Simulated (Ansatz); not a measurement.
**Does relaxation matter for the field gradients of MgS with an S vacancy?**

Start: a supercell of MgS (rock salt type, Fm-3m) built from an entry of the Crystallography Open Database (COD), with all atoms left at the host's positions.

Space group Fm-3m (No. 225); a = 15.6099 Å.

| site | Wyckoff | site symmetry | x | y | z |
| --- | --- | --- | --- | --- | --- |
| Mg1 | 32f | .3m | 0.3333 | 0.8333 | 0.8333 |
| Mg2 | 24e | 4m.m | 0.5000 | 0.0000 | 0.8333 |
| Mg6 | 48h | m.m2 | 0.8333 | 0.1667 | 0.0000 |
| Mg27 | 4a | m-3m | 0.0000 | 0.5000 | 0.5000 |
| S28 | 48i | m.m2 | 0.6667 | 0.1667 | 0.0000 |
| S31 | 32f | .3m | 0.8333 | 0.1667 | 0.1667 |
| S41 | 24e | 4m.m | 0.0000 | 0.5000 | 0.3333 |

One atom of each set is listed; the run and its k-mesh use a cell of 53 atoms with edges of 11.04, 11.04, 11.04 Å.

Method: Kohn–Sham DFT in Ansatz, PBE, plane waves and PAW, scalar-relativistic, 420 eV cutoff, Γ-centred 2×2×2 k-points, Fermi–Dirac smearing 0.01 eV, cell charge +2.

The largest force at the start is 1.5 eV/Å. Relaxing the ions at fixed cell moves them by 0.247 Å at most (atom 5, Mg) and 0.093 Å rms.

| site | moved (Å) | first shell before | first shell after | V_zz before (10²¹ V/m²) | η before |
| --- | --- | --- | --- | --- | --- |
| Mg1 | 0.015 | 6 S at 2.60 Å | 6 S at 2.60–2.61 Å | 0.016 | 0.00 |
| Mg2 | 0.247 | 5 S at 2.60 Å | 5 S at 2.42–2.57 Å | 1.56 | 0.00 |
| Mg6 | 0.002 | 6 S at 2.60 Å | 6 S at 2.60–2.65 Å | -0.17 | 0.61 |
| S28 | 0.075 | 6 Mg at 2.60 Å | 6 Mg at 2.57–2.65 Å | 4.86 | 0.03 |
| S31 | 0.011 | 6 Mg at 2.60 Å | 6 Mg at 2.60 Å | -0.70 | 0.00 |
| S41 | 0.066 | 6 Mg at 2.60 Å | 6 Mg at 2.42–2.60 Å | 0.23 | 0.00 |

**Question.** What are V_zz and η after the relaxation?

**Answer.** 

```
site  V_zz after  η after  change of V_zz
 Mg1      -0.046     0.00           -0.06
 Mg2        0.90     0.00           -0.66
 Mg6       -0.33     0.07           -0.16
 S28        1.89     0.85           -2.97
 S31       -0.36     0.00           +0.34
 S41       -0.50     0.00           -0.73
```

The largest change of V_zz is on S28, from 4.86 to 1.89. In per cent, |V_zz| changes by -61 on S (all sites that start above 2). Where |V_zz| stays above 0.1, η moves most on S28, from 0.03 to 0.85. V_zz changes sign on S41 (same axis). Sites without a gradient aren't listed. The electronic state changes along with the positions (a gap opens), so the changes aren't those of geometry alone.

The defect repeats with the cell of 53 atoms, so it feels its images: sites between two images don't show the values beside a lone defect, and zeros or small values of η there can come from the images' arrangement. A uniform background compensates the cell's charge.
Before: The run isn't spin-polarised, and a state with spin may lie lower. The defect cell has no gap above 0.1 eV on its mesh, so the values can hang on the smearing and the k-mesh. The neighbours have not yet relaxed around the defect (largest force 1.5 eV/Å), so a real crystal will differ.
